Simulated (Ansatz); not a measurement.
Relaxed-ion elastic tensor of LiCl (rock salt, Fm-3m) in GPa (Voigt order), DFT-r²SCAN in the program Ansatz with PAW potentials; density 2.11 g/cm³, 16.70 Å³ per atom.

|  | 1 | 2 | 3 | 4 | 5 | 6 |
|---|---|---|---|---|---|---|
| 1 | 60.7 | 21.9 | 21.9 | 0.0 | 0.0 | 0.0 |
| 2 | 21.9 | 60.7 | 21.9 | 0.0 | 0.0 | 0.0 |
| 3 | 21.9 | 21.9 | 60.7 | 0.0 | 0.0 | 0.0 |
| 4 | 0.0 | 0.0 | 0.0 | 27.4 | 0.0 | 0.0 |
| 5 | 0.0 | 0.0 | 0.0 | 0.0 | 27.4 | 0.0 |
| 6 | 0.0 | 0.0 | 0.0 | 0.0 | 0.0 | 27.4 |

Task: Is the crystal mechanically stable?

Result: Yes: the smallest eigenvalue of C is 27.4 GPa.

Task: Work out the Voigt, Reuss and Hill averages.

Result: K_V = 34.8, K_R = 34.8, K_H = 34.8; G_V = 24.2, G_R = 23.5, G_H = 23.9 GPa.

Task: Give Young's modulus, Poisson's ratio, Pugh's ratio and the universal anisotropy index.

Result: E = 9KG/(3K + G) = 58.3 GPa; ν = 0.22; K/G = 1.46 (brittle by the Pugh limit of 1.75); A_U = 5G_V/G_R + K_V/K_R − 6 = 0.15.

Task: Estimate the sound speeds and the Debye temperature.

Result: v_l = √((K + 4G/3)/ρ) = 5620 m/s, v_t = √(G/ρ) = 3370 m/s, mean 3730 m/s; Θ = (h/k)(3n/4πV)^(1/3) v_m = 434 K.

Task: Give the Zener ratio and Young's modulus along [100], [110] and [111].

Result: A = 2C44/(C11 − C12) = 1.41; 1/E = S11 − 2(S11 − S12 − S44/2)Γ with Γ = 0, 1/4, 1/3 gives 49.1, 60.3, 65.2 GPa.

The cell was relaxed with r²SCAN under the symmetry of its start; phonons on a q-mesh show no instability.

Potentials: the later of the program's two PAW sets.
